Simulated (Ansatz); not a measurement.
Problem. Name crystals whose computed values (DFT-HSE06 in the program Ansatz with PAW potentials) fall in these windows: gap (eV) 0.35 to 0.47; B₀ by P(V) fit (GPa) 130 to 180.

Solution. 

```tsv
crystal	gap (eV)	B₀ by P(V) fit (GPa)
CaB6, Pm-3m (Ca on 1b, B on 6e)	0.42	156
```
Others may fit too.

The cell was relaxed under the symmetry of its start.

Potentials: the later of the program's two PAW sets.
